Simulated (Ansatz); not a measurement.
Data:

K₂LiScF₆:
```cif
data_F6K2LiSc
_chemical_formula_sum 'K2 Li1 Sc1 F6'
_space_group_name_H-M_alt 'P 1'
_space_group_IT_number 1
_cell_length_a 5.79254
_cell_length_b 5.79254
_cell_length_c 5.79254
_cell_angle_alpha 60.000
_cell_angle_beta 60.000
_cell_angle_gamma 60.000
loop_
_space_group_symop_operation_xyz
  'x, y, z'
loop_
_atom_site_label
_atom_site_type_symbol
_atom_site_fract_x
_atom_site_fract_y
_atom_site_fract_z
_atom_site_occupancy
K1 K 0.25000 0.25000 0.25000 1
K2 K 0.75000 0.75000 0.75000 1
Li1 Li 0.50000 0.50000 0.50000 1
Sc1 Sc 0.00000 0.00000 0.00000 1
F1 F 0.24562 0.24562 0.75438 1
F2 F 0.75438 0.75438 0.24562 1
F3 F 0.75438 0.24562 0.24562 1
F4 F 0.24562 0.75438 0.75438 1
F5 F 0.24562 0.75438 0.24562 1
F6 F 0.75438 0.24562 0.75438 1
```

This is the HSE06-relaxed structure.

Problem. All from HSE06 (plane waves, PAW; program Ansatz), unless another level is named. Give the band gap.

Solution. 9.50 eV (direct).

Problem. Next, the valence-band maximum?

Solution. at Γ.

Space group Fm-3m. The first step of the workflow began from a Materials Project structure, measured or hypothetical; the Crystallography Open Database copy checked does not list it. Its standing as an ambient phase is unchecked. The HSE06 relaxation kept the symmetry of its start; its stability against distortions is not shown here. The run is not spin-polarised. The hybrid was solved on a coarse mesh, the path and, where they were found, the r²SCAN edge points; its band edges are the extreme levels among these.

Potentials: the later of the program's two PAW sets.
